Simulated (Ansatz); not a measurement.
Ru:
Space group P-3m1 (No. 164); a = b = 2.674 Å, c = 17.274 Å, α = β = 90.00°, γ = 120.00°

```json
[
 {"atom": "Ru", "site": "2c", "symmetry": "3m.", "x": "0.0000", "y": "0.0000", "z": "0.3120"},
 {"atom": "Ru", "site": "2d", "symmetry": "3m.", "x": "0.6667", "y": "0.3333", "z": "0.1851"},
 {"atom": "Ru", "site": "2d", "symmetry": "3m.", "x": "0.3333", "y": "0.6667", "z": "0.0606"},
 {"atom": "Ru", "site": "2d", "symmetry": "3m.", "x": "0.3333", "y": "0.6667", "z": "0.4368"}
]
```

Relaxed with PBEsol.

Decompose the optical modes at the zone centre into irreducible representations, and say which are infrared and Raman allowed.

Point group -3m: Γ_opt = 4A1g + 3A2u + 4Eg + 3Eu. Infrared: A2u, Eu. Raman: A1g, Eg.

Assign frequencies (DFPT, plane-wave PAW PBEsol (Ansatz code)).

Eu 69, Eg 72, Eg 114, Eg 123, Eu 124, Eu 132, A2u 134, A1g 137, Eg 191, A2u 202, A1g 207, A1g 217, A2u 226, A1g 258 cm⁻¹.

The start of the workflow was typed in or built on a structure type; neither database checked (COD, Materials Project) lists it. It is not the phase usual at ambient conditions (space group No. 194). Symmetry was held in the PBEsol relaxation; whether a distortion lowers the energy is not shown. The run is not spin-polarised. As this level gives no gap, phonon frequencies hold no LO–TO term and depend on the k-mesh and smearing (Fermi–Dirac, 0.1 eV here). Axis ratios of metals converge slowly with the k-mesh, so a and c are less sure than the volume.

Potentials: the later of the program's two PAW sets.
